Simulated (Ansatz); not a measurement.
Data:

ReB2:
```yaml
crystal:
  lattice:
    - [2.88983, 0.00000, 0.00000]
    - [-1.44491, 2.50266, 0.00000]
    - [0.00000, 0.00000, 7.45565]
  atoms:
    - { symbol: Re, position: [0.66667, 0.33333, 0.75000] }
    - { symbol: Re, position: [0.33333, 0.66667, 0.25000] }
    - { symbol: B, position: [0.66667, 0.33333, 0.45187] }
    - { symbol: B, position: [0.33333, 0.66667, 0.54813] }
    - { symbol: B, position: [0.33333, 0.66667, 0.95187] }
    - { symbol: B, position: [0.66667, 0.33333, 0.04813] }
```

This is the PBEsol-relaxed structure. Tensor components refer to the Cartesian frame of this cell.

Question: All from DFT-PBEsol in the program Ansatz with PAW potentials, unless another level is named. Estimate the Debye temperature from the elastic constants.

Answer: 745 K.

Question: What about the elastic constants (relaxed ions, GPa)?

Answer: C11 = 661, C12 = 169, C13 = 132, C33 = 1060, C44 = 280.

Question: What about the highest zone-centre frequency?

Answer: 795 cm⁻¹.

Space group P6_3/mmc. The workflow started from a Materials Project entry (that database holds measured and hypothetical structures alike); the Crystallography Open Database files this formula in space group No. 194, but the cells were not matched. Its standing as an ambient phase is unchecked. The cell was relaxed with PBEsol under the symmetry of its start; of distortions, only those at the zone centre were tested. The run is not spin-polarised. As this level gives no gap, shear constants depend on the k-mesh and smearing (Fermi–Dirac, 0.1 eV here). As this level gives no gap, phonon frequencies hold no LO–TO term and depend on the k-mesh and smearing (Fermi–Dirac, 0.1 eV here). Scalar-relativistic: spin–orbit coupling is off unless named, which matters more the heavier the elements.

Potentials: the later of the program's two PAW sets.
